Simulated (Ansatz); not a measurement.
# Computed energy against volume: Sb (simple cubic)

Sb (simple cubic)

```
Sb
1.0
    3.08353     0.00000     0.00000
    0.00000     3.08353     0.00000
    0.00000     0.00000     3.08353
Sb
1
Direct
  0.00000   0.00000   0.00000
```

The volume is varied about the relaxed value V₀ at fixed cell shape. Symmetry pins the atoms to their sites.

All values below come from r2SCAN (plane waves to 500 eV, PAW, scalar-relativistic; Ansatz, a program for electronic structure). k mesh 15×15×15 (Γ-centred), Fermi-Dirac smearing 0.05 eV. Energies are smeared free energies. Stress and pressure are positive under compression. Sb was relaxed with its symmetry unable to fall. Spin-orbit coupling is left out, though Sb is heavy. This is one of several known forms of Sb; the measured ambient cells at hand have space group No. 166. ΔE is measured from the relaxed starting cell.

| V/V₀ | ΔE (meV/atom) | P (GPa) |
|---|---|---|
| 0.840 | 201 | 16.3 |
| 0.872 | 120 | 11.7 |
| 0.904 | 63 | 7.9 |
| 0.936 | 26 | 4.7 |
| 0.968 | 6 | 2.1 |
| 1.000 | 0 | 0.0 |
| 1.032 | 5 | -1.8 |
| 1.064 | 20 | -3.2 |
| 1.096 | 43 | -4.5 |
| 1.128 | 72 | -5.5 |
| 1.160 | 107 | -6.4 |

Read from the data:

```
Property                                                  Result
-------------------------------------------------  -------------
Pressure at the smallest volume                         16.3 GPa
Energy cost of the largest compression              201 meV/atom
Energy cost of the largest expansion                107 meV/atom
Bulk modulus B₀ (third-order Birch-Murnaghan fit)       61.1 GPa
Pressure derivative B₀′ (fit)                                4.9
Equilibrium volume of the fit                      29.32 Å³/atom
Pressure for 5 % compression (fit)                       3.5 GPa
```

(Under strain, the slope of the energy per volume gives the stress and its curvature an elastic modulus.)
